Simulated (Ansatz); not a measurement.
An element in the fcc structure gives these cold pressures by all-electron LAPW under PBEsol (Ansatz 0.2.0, scalar-relativistic, no spin polarisation).

```csv
V (Å³/atom),P (GPa)
17.02,-0.04
16.00,12.86
14.98,32.1
13.62,73.1
12.26,143.6
10.90,267.4
9.36,531.6
7.66,1176
```

Question: Which element is it?

Answer: Au. Its zero-pressure volume in this structure is near 17.0 Å³/atom; the volume and the steepness of P(V) together point to it, though neighbours can come close. This is the case that was computed; others weren't tested.
